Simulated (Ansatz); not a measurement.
Data:

Starting cell, Pt (fcc, Cu type):

```xyz
4
Lattice="3.9703 0.0000 0.0000 0.0000 3.9703 0.0000 0.0000 0.0000 3.9703" Properties=species:S:1:pos:R:3 pbc="T T T"
Pt     0.0000     0.0000     0.0000
Pt     1.9851     1.9851     0.0000
Pt     1.9851     0.0000     1.9851
Pt     0.0000     1.9851     1.9851
```

In this cell atom 3 (Pt, nearest neighbour Pt at 2.807 Å; its periodic images, 4.0 Å or more away, move with it) is moved by s along Cartesian z, unit vector (0.000, 0.000, 1.000); all other atoms and the cell stay fixed.

Method: PBE (plane waves to 420 eV, PAW, scalar-relativistic; Ansatz, an electronic-structure program). k mesh 10×10×10 (Γ-centred), Fermi-Dirac smearing 0.05 eV. The energy includes the smearing's −TS. With partly filled bands, energies and forces of such displacements shift with the k mesh and the smearing. Pt is run without spin polarisation. Pt was relaxed with its symmetry unable to fall. Spin-orbit coupling is left out, though Pt is heavy. ΔE is measured from the undisplaced structure.

The scan covers s from -0.280 to 0.280 Å in 11 points.

### Question
Is the energy the same for equal positive and negative displacements?

### Answer
Even: the same for both signs. With its periodic images moving along, the atom's site symmetry in this cell is m-3m.

### Question
What is the force constant k = d²E/ds² of this move at s = 0?

### Answer
11.2 eV/Å².

(For displaced atoms, the force is minus the slope of the energy, and its curvature is a force constant, which sets phonon frequencies.)
